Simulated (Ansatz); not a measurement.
**Trial structures of ScSb2N3: starts and ends**

Theory: DFT PBE, scalar-relativistic, plane waves, PAW in Ansatz 0.2.0. All cells share a 420 eV cutoff and Γ-centred k meshes spaced at most about 0.3 Å⁻¹ (about 0.25 or finer for metals, 2π included). No spin polarisation in the final relaxations.

Each guess was relaxed in cell and atoms at zero pressure, within the symmetry of its start. All energies are static (0 K, no zero-point motion). Coordination counts N atoms around Sb and Sc (those within 1.25 times the shortest such distance or 1.15 times the sum of covalent radii, 1.27 where that leaves under three; a plus sign parts nearer from farther groups; the shortest distance is added where it exceeds 1.18 times the sum of covalent radii; a slash parts the counts of unlike sites).

| guess | made from | start group | V start (Å³/atom) | end group | V end (Å³/atom) | coordination at the end | gap on mesh (eV) | E over the lowest end (meV/atom) |
| --- | --- | --- | --- | --- | --- | --- | --- | --- |
| 1 | random cell | P6mm | 20.8 | P6/mmm | 15.2 | Sc 2+6, Sb 2 | 0 | 581 |
| 2 | Pr2SiRh3 type | R-3m | 17.4 | R-3m | 15.6 | Sc 6, Sb 3 | 0 | 0 |
| 3 | CeSi2Ru3 type | P6/mmm | 17.8 | P6/mmm | 15.4 | Sc 12 from 3.3 Å, Sb 6 | 0 | 983 |
| 4 | Eu2In3Ni type | Pmm2 | 19.6 | ? | ? | ? | ? | ? |
| 5 | random cell | P4mm | 22.5 | P4/mmm | 16.6 | Sc 2+4, Sb 2+2 | 0 | 187 |
| 6 | random cell | P6/mmm | 20.7 | P6/mmm | 22.3 | Sc 6, Sb 1 | 0 | 843 |

Guess 4 as it starts:

```cif
data_structure
_symmetry_space_group_name_H-M 'Pmm2'
_symmetry_Int_Tables_number 25
_cell_length_a 3.4840
_cell_length_b 4.3691
_cell_length_c 7.7428
_cell_angle_alpha 90.000
_cell_angle_beta 90.000
_cell_angle_gamma 90.000
_cell_volume 117.86
loop_
_atom_site_label
_atom_site_type_symbol
_atom_site_symmetry_multiplicity
_atom_site_Wyckoff_symbol
_atom_site_fract_x
_atom_site_fract_y
_atom_site_fract_z
_atom_site_occupancy
Sc1 Sc 1 d 0.50000 0.50000 0.32867 1
Sb1 Sb 1 b 0.00000 0.50000 0.02228 1
Sb2 Sb 1 a 0.00000 0.00000 0.48469 1
N1 N 1 c 0.50000 0.00000 0.83564 1
N2 N 1 c 0.50000 0.00000 0.18424 1
N3 N 1 d 0.50000 0.50000 0.64448 1
```

Task: Predict the end of this guess and its energy over the lowest end.

Result: It ends in space group Pmm2 (No. 25), with a = 3.225 Å, b = 3.272 Å, c = 8.838 Å, 15.5 Å³/atom and no gap. It lies 0.54 eV/atom over the lowest end, above guess 5 and below guess 1. Counting N atoms around Sb and Sc, this end has Sc 3, Sb 6/4+4 from 2.5 Å and the lowest (guess 2) has Sc 6, Sb 3.

```cif
data_structure
_symmetry_space_group_name_H-M 'Pmm2'
_symmetry_Int_Tables_number 25
_cell_length_a 3.2251
_cell_length_b 3.2723
_cell_length_c 8.8378
_cell_angle_alpha 90.000
_cell_angle_beta 90.000
_cell_angle_gamma 90.000
_cell_volume 93.27
loop_
_atom_site_label
_atom_site_type_symbol
_atom_site_symmetry_multiplicity
_atom_site_Wyckoff_symbol
_atom_site_fract_x
_atom_site_fract_y
_atom_site_fract_z
_atom_site_occupancy
Sc1 Sc 1 d 0.50000 0.50000 0.30295 1
Sb1 Sb 1 b 0.00000 0.50000 0.97747 1
Sb2 Sb 1 a 0.00000 0.00000 0.63761 1
N1 N 1 c 0.50000 0.00000 0.85884 1
N2 N 1 c 0.50000 0.00000 0.17773 1
N3 N 1 d 0.50000 0.50000 0.54539 1
```

The zero of energy is the elements' standard structures at the same level (N₂ as a molecule); no fitted shifts are applied.

Task: Is the lowest end bound against the elements?

Result: Too close to call: its formation energy is +0.03 eV/atom. The formation energy is too near zero to say whether this cell lies below the elements.

These runs have no spin–orbit coupling, which can matter for Sb. Cells relaxed within their symmetry can be saddle points. A lower structure may well exist outside this small set. Some candidate types were left out of the draw beforehand, so a known form may be missing.
